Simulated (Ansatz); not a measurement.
RuC in space group R-3m (No. 166; Ru on 6c, C on 6c), plane-wave PAW LDA (Ansatz code), all energies at zero smearing, with the estimated change up to a 700 eV cutoff added, with one set of potentials and settings (totals compare only within such a set). Cell of 4 atoms (2 Ru, 2 C): -12001.351 eV.

```tsv
element	reference phase	E (eV/atom)
Ru	P6_3/mmc, 2 atoms in the cell	-5758.2926
C	Fd-3m, 2 atoms in the cell	-242.9976
```

Formation energy per atom, worked out: (-12001.351 − 2×(-5758.2926) − 2×(-242.9976))/4 = 0.307 eV/atom (30 kJ per mol of atoms), at 0 K, without zero-point energy or fitted corrections.

The workflow started from a Materials Project entry (that database holds measured and hypothetical structures alike); the Crystallography Open Database copy checked does not list it. Its standing as an ambient phase is unchecked. The LDA relaxation kept the symmetry of its start; its stability against distortions is not shown here. The run is not spin-polarised. Its formation energy is positive at this level, so the cell may be metastable or incomplete. The references are the lowest solids computed at this level, not always the standard phases.

Potentials: the later of the program's two PAW sets.
